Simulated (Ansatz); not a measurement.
Ansatz (an electronic-structure program) input:

Ansatz 0.2 input:
```yaml
crystal:
  lattice:
    - [3.2853009137, 4.1114816672, 0.0]
    - [-3.2853009137, 4.1114816672, 0.0]
    - [-1.1864125133, 0.0, 5.1389753931]
  atoms:
    - { symbol: Zr, position: [0.9081638521, 0.0918361479, 0.0096615247] }
    - { symbol: Zr, position: [0.4105574225, 0.5894425775, 0.9790845366] }
    - { symbol: Zr, position: [0.8237932882, 0.733228612, 0.5897011154] }
    - { symbol: Zr, position: [0.266771388, 0.1762067118, 0.5897011154] }
    - { symbol: Cu, position: [0.7163826152, 0.2836173848, 0.4515475736] }
    - { symbol: Cu, position: [0.3031472939, 0.6968527061, 0.436890886] }
    - { symbol: Cu, position: [0.4468863928, 0.0522222525, 0.1494666242] }
    - { symbol: Cu, position: [0.9477777475, 0.5531136072, 0.1494666242] }
kpoints:
  mp_grid: { grid: [8, 8, 8] }
hamiltonian:
  xc: r2scan
  pseudopotentials: { kind: paw }
scf:
  occupations: { method: gaussian, width: 0.1 }
checkpoint: { read: metal.run }
output: { write_density: true, elf: true, volumetric_format: npy }
basis: { fft_grid_basis: typed }
```

Output (shortened):

```
Pseudopotential: Zr, paw, valence charge 12
Pseudopotential: Cu, paw, valence charge 19
Functional definition: r2SCAN
Crystal: 8 atoms, lattice volume = 138.829 Å³
Basis set: ecut = 500 eV, 3539 PW (Γ), exchange–correlation on 160×160×160 points (64 copies of the dense FFT grid, shifted against one another)
Bands: 75, of which v1, the nominal top of the filled ones, is band 62 counted from 1 (61 counted from 0)
Symmetry: 2 space group operations
Space group: Cm (ITA 8), of the structure as read, at distance tolerance 5.2e-5 Å
k-points: 150 of 512 (time reversal used)
Stability of the state it starts from, as read at its close in the unpolarized treatment …
iter 1 solved again at ethr=3.23e-8 eV; its pass at ethr=3.10e-3 eV (dr2=4.01e-5 eV) is discarded
SCF iter   1: F=—  HF=-43306.251210 eV  |F-HF|=—  |Δ(HF+E_count)|=         —  Δρ=8.71e-7  dr2=3.51e-10  dr2_τ=5.79e-11  ethr=3.23e-8  ⟨swp⟩=4.0  Hψ=64902  notcnv=0
preconditioner: auto → Kerker (q_TF=auto, 2.677 Å⁻¹)
SCF iter   2: F=-43306.251210 eV  HF=-43306.251210 eV  |F-HF|=1.24e-10  |Δ(HF+E_count)|=   4.66e-8  Δρ=4.96e-7  dr2=1.75e-10  dr2_τ=1.29e-10  ethr=1.00e-12  ⟨swp⟩=7.1  Hψ=44811  notcnv=0
SCF 1 converged in 2 iterations: F = -43306.251210 eV  dr2 = 1.75e-10
SCF converged after 2 iterations
Free energy (F): -43306.251210 eV
Harris-Foulkes:  -43306.251210 eV  (|F-HF|=1.24e-10)
Internal energy: -43306.214415 eV  (E = F + TS)
E sigma→0 (E₀):  -43306.232813 eV
Entropy (-TS):   -0.036794 eV (-4.599 meV/atom)
Fermi energy:    15.089767 eV
--- Per-component energies (eV) ---
  E_band       = -2082.988986
  E_kinetic    = 2525.267903
  E_local      = -22630.774072  (includes V_loc(G=0)·N_el)
  E_nonlocal   = 1865.158658
  E_hartree    = 9827.736089
  E_xc         = -960.458747
  E_vxc        = -1348.517348  (∫ρ·V_xc dr)
  E_paw        = -18568.215985  (= ΣΔE_a)
  E_vpaw       = -2236.865684  (= ΣTr[D̂ρ^β])
  E_aug_tail   = 0.000616  (compensation charges beyond the density's cutoff)
  E_vtau       = 87.269607  (kinetic-family band-sum trace: ∫τ·v_τ [+ j·A + Jᵃ·Aᵃ] dr)
  E_ewald      = -15363.065480
  E_core_change = -1.863399  (= ΣΔE_core)
  E_smearing   = -0.036794  (= −TS)
  E_closure    =  0.000000  (closes the sum)
  Σ components = -43306.251210   (vs F -43306.251210, Δ=0.00e0)
  [band-id]    e_kinetic+e_local+e_nonlocal+2·e_hartree+e_vxc+e_vpaw+e_augmentation_tail+e_vtau = -2082.988141   (vs E_band -2082.988986, Δ=8.45e-4)
--- Band table (eV; the first three rows and the last of 150) ---
  k-point 0: bands = ["-102.0829", "-102.0078", "-102.0077", "-101.9647", "-57.9169", "-57.8925", "-57.8483", "-57.8423", "-57.8261", "-57.8085", "-57.7988", "-57.7810", "-57.7736", "-57.7727", "-57.7494", "-57.7350", "-35.5291", "-35.4558", "-35.4362", …
  k-point 1: bands = ["-102.0829", "-102.0078", "-102.0077", "-101.9647", "-57.9169", "-57.8925", "-57.8483", "-57.8423", "-57.8261", "-57.8085", "-57.7988", "-57.7810", "-57.7736", "-57.7727", "-57.7494", "-57.7350", "-35.5276", "-35.4568", "-35.4366", …
  k-point 2: bands = ["-102.0829", "-102.0078", "-102.0077", "-101.9647", "-57.9169", "-57.8925", "-57.8483", "-57.8423", "-57.8261", "-57.8086", "-57.7988", "-57.7810", "-57.7736", "-57.7727", "-57.7494", "-57.7350", "-35.5238", "-35.4596", "-35.4375", …
  k-point 149: bands = ["-102.0829", "-102.0078", "-102.0077", "-101.9647", "-57.9169", "-57.8925", "-57.8488", "-57.8418", "-57.8260", "-57.8085", "-57.7990", "-57.7808", "-57.7745", "-57.7721", "-57.7494", "-57.7350", "-35.5048", "-35.4648", "-35.4468", …
```

Cost: roughly 4 core-minutes on shared cores.

The workflow started from a Materials Project entry (that database holds measured and hypothetical structures alike); the Crystallography Open Database copy checked does not list it. Whether it is the stable phase at ambient conditions was not checked. The cell was relaxed with r²SCAN under the symmetry of its start; whether a distortion lowers the energy is not shown. No spin polarisation was allowed. Scalar-relativistic: spin–orbit coupling is off unless named, which matters more the heavier the elements.

Potentials: the later of the program's two PAW sets.

Ansatz is a plane-wave DFT program.
